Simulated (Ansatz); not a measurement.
# Is this SnGe₇ structure a true minimum?

The structure comes from a generated guess, relaxed at this level; another structure or a mixture of phases may lie lower.

All numbers below come from Ansatz, DFT PBE, scalar-relativistic, plane waves, PAW. Settings: cutoff 420 eV, Γ-centred mesh 6×6×6 on the computed 8-atom cell, Gaussian smearing of 0.10 eV; no spin polarisation.

The cell below (8 atoms, space group P-43m (No. 215)) is relaxed within its symmetry.

```yaml
crystal:
  lattice:
    - [5.88083, 0.00000, 0.00000]
    - [0.00000, 5.88083, 0.00000]
    - [0.00000, 0.00000, 5.88083]
  atoms:
    - { symbol: Sn, position: [0.00000, 0.00000, 0.00000] }
    - { symbol: Ge, position: [0.25826, 0.25826, 0.25826] }
    - { symbol: Ge, position: [0.00000, 0.50000, 0.50000] }
    - { symbol: Ge, position: [0.50000, 0.50000, 0.00000] }
    - { symbol: Ge, position: [0.50000, 0.00000, 0.50000] }
    - { symbol: Ge, position: [0.74174, 0.25826, 0.74174] }
    - { symbol: Ge, position: [0.74174, 0.74174, 0.25826] }
    - { symbol: Ge, position: [0.25826, 0.74174, 0.74174] }
```

For the test it was strained at random (σ = 1.5 % a component), the atoms were moved at random (σ = 0.10 Å), and all was relaxed again on a coarse 4×4×4 mesh (in the run’s order of axes) with 0.20 eV smearing, with no symmetry imposed.

Question: Does it come back?

Answer: It returns, within 1 meV/atom of the unmoved cell on that mesh and with the same symmetry when read at 0.1 Å. So it is stable against the distortions that fit this cell and that this random move excites. Modes that don't fit the cell aren't tested.
